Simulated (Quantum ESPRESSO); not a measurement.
# Band energies of CaWO4

```xyz
12
Lattice="3.7059 -5.6872 0.0000 3.7059 5.6872 0.0000 -3.6071 0.0000 3.8669" Properties=species:S:1:pos:R:3 pbc="T T T"
O      2.4354    -3.2993     2.5446
O      1.3692     3.2993     1.3223
O     -0.4344    -3.2993     3.2558
O      4.2390     3.2993     0.6112
O     -0.5596    -0.3767     2.5081
O      4.3642     0.3767     1.3588
O      2.5607    -0.3767     3.2923
O      1.2439     0.3767     0.5747
Ca     2.8041    -1.4506     0.9667
Ca     1.0005     1.4506     2.9002
W      2.8041     4.3629     0.9667
W      1.0005    -4.3629     2.9002
```

LDA (pw.x of Quantum ESPRESSO, ONCV potentials, scalar-relativistic); path XΓY,LΓZ,NΓM,RΓ; energies in eV from the valence-band maximum.

```
k (1/Å)  point  band 44  band 45  band 46  band 47  band 48  band 49  band 50  band 51
-------  -----  -------  -------  -------  -------  -------  -------  -------  -------
0.00         X    -0.74    -0.67    -0.50    -0.33    -0.28     4.00     4.04     4.14
0.43              -0.92    -0.77    -0.37    -0.25    -0.09     3.72     4.09     4.23
0.64         Γ    -1.03    -0.70    -0.40    -0.19     0.00     3.66     4.08     4.23
0.86              -0.96    -0.76    -0.42    -0.25    -0.11     3.72     4.08     4.19
1.30         Y    -0.78    -0.72    -0.71    -0.43    -0.38     3.88     4.09     4.14
1.30         L    -1.06    -0.68    -0.68    -0.56    -0.56     3.84     3.84     4.32
1.50              -0.93    -0.90    -0.62    -0.53    -0.43     3.84     3.91     4.26
1.91              -1.07    -0.70    -0.43    -0.32    -0.07     3.71     4.11     4.21
2.11         Γ    -1.03    -0.70    -0.40    -0.19     0.00     3.66     4.08     4.23
2.33              -0.96    -0.76    -0.42    -0.25    -0.11     3.72     4.08     4.19
2.77         Z    -0.78    -0.72    -0.71    -0.43    -0.38     3.88     4.09     4.14
2.77         N    -1.13    -0.65    -0.65    -0.47    -0.47     3.87     3.87     4.33
3.10              -0.97    -0.72    -0.62    -0.41    -0.33     3.81     4.07     4.22
3.44              -1.00    -0.64    -0.46    -0.21    -0.10     3.70     4.09     4.24
3.61         Γ    -1.03    -0.70    -0.40    -0.19     0.00     3.66     4.08     4.23
3.80              -0.85    -0.80    -0.28    -0.20    -0.01     3.67     4.01     4.18
4.17         M    -0.52    -0.45    -0.37    -0.25    -0.01     3.73     3.93     3.95
4.17         R    -0.74    -0.67    -0.50    -0.33    -0.28     4.00     4.04     4.14
4.33              -0.77    -0.68    -0.46    -0.34    -0.24     3.91     4.11     4.13
4.81         Γ    -1.03    -0.70    -0.40    -0.19     0.00     3.66     4.08     4.23
```

The LDA gap is direct, 3.66 eV at Γ. Another valence extremum on the path lies within 0.02 eV, too close to call.

Without spin-orbit coupling, band edges of such heavy elements can be off by tenths of an eV.

Geometry of the Materials Project entry, not relaxed at this level.

The structure is a Materials Project entry; no match was found in the copy of COD used, and its stability was not checked.
